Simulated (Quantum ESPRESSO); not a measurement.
CuCl (zinc blende, space group F-43m, No. 216) has a direct gap of 0.54 eV with PBEsol (Quantum ESPRESSO, PseudoDojo norm-conserving, 92 Ry, no spin-orbit coupling). After an isotropic strain (on all lattice vectors, atoms relaxed) the gap is direct, 0.59 eV.

Which strain was applied?
A) -0.7 %
B) +1 %
C) -3 %
D) +2 %
E) -1.5 %

A, -0.7 %. Gaps found: -3 %: 0.75 eV (direct); -1.5 %: 0.64 eV (direct); -0.7 %: 0.59 eV (direct); 0 %: 0.54 eV (direct); 1 %: 0.48 eV (direct); 2 %: 0.43 eV (direct).
